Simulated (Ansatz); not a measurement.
Mg2Si (fluorite or antifluorite type, Fm-3m), plane-wave PAW PBE (Ansatz code). The conduction-band minimum lies at X, with 3 equivalent valleys. Second derivatives d²E/dk² of the lowest band at one valley (eV·Å²), along Cartesian directions:

```csv
direction,d²E/dk²
[100],13.14
[010],39.78
[001],39.78
[110],26.47
[101],26.47
[011],39.03
```

Problem. Find the principal effective masses, the density-of-states mass and the conductivity mass.

Solution. Off-diagonal terms follow from H_xy = H[110] − (H_xx + H_yy)/2, and m*/mₑ = 7.620 eV·Å² over each eigenvalue: 0.19, 0.20, 0.58. One valley's DOS mass (m₁m₂m₃)^(1/3) = 0.28, conductivity mass 3/(Σ 1/mᵢ) = 0.25 mₑ.

Problem. What effective density of states Nc follows at 300 K for parabolic valleys?

Solution. Nc = 2.509e19 × 3 × (0.28)^(3/2) ≈ 1.1e19 cm⁻³.

Problem. With the computed static dielectric constant 23.4 (mean of the diagonal), estimate a hydrogenic donor's binding energy and radius.

Solution. E = 13.606 eV × 0.25/23.4² ≈ 6.2 meV; a = 0.529 Å × ε/m* ≈ 50 Å. Semilocal masses tend to be too small where the gap is.

Symmetry was held in the PBE relaxation; phonons on a q-mesh show no instability.

Potentials: the later of the program's two PAW sets.
